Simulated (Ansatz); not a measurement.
Relaxed Bi₂Te₃ (Bi2Te3 type, space group R-3m):

```
CELL_PARAMETERS angstrom
      2.19374     1.26655    10.09654
     -2.19374     1.26655    10.09654
      0.00000    -2.53311    10.09654
ATOMIC_POSITIONS crystal
  Bi 0.40015 0.40015 0.40015
  Bi 0.59985 0.59985 0.59985
  Te 0.00000 0.00000 0.00000
  Te 0.20936 0.20936 0.20936
  Te 0.79064 0.79064 0.79064
```

In each cell atom 3 (Te, nearest neighbour Bi at 3.242 Å; its periodic images, 4.4 Å or more away, move with it) moves by s·(0.577, 0.577, 0.577) (along Cartesian [111]), the rest being held.

Calculation: PBE-D3(BJ) (plane waves to 420 eV, PAW, scalar-relativistic; Ansatz, a first-principles code). k mesh 7×7×7 (Γ-centred), Fermi-Dirac smearing 0.05 eV. Energies are smeared free energies. Bi2Te3 was relaxed with its symmetry unable to fall. Spin-orbit coupling is left out, though Bi and Te are heavy. The PAW data are Ansatz's earlier set. ΔE is measured from the undisplaced structure.

| s (Å) | ΔE (meV/cell) |
|---|---|
| -0.970 | 2072 |
| -0.776 | 1233 |
| -0.582 | 647 |
| -0.388 | 271 |
| -0.194 | 65 |
| 0.000 | 0 |
| 0.194 | 65 |
| 0.388 | 271 |
| 0.582 | 647 |
| 0.776 | 1233 |
| 0.970 | 2072 |

### Question
What force constant k = d²E/ds² at s = 0 does the table give?

### Answer
3.4 eV/Å². It is the second difference of the nearest points, corrected with the next pair.

### Question
With k = 3.40 eV/Å² from the forces, is the well harmonic out to s = 0.970 Å?

### Answer
½ks² = 1599 meV/cell against the computed 2072 meV/cell, so the well is stiffer than harmonic there.

(For displaced atoms, the force is minus the slope of the energy, and its curvature is a force constant, which sets phonon frequencies.)
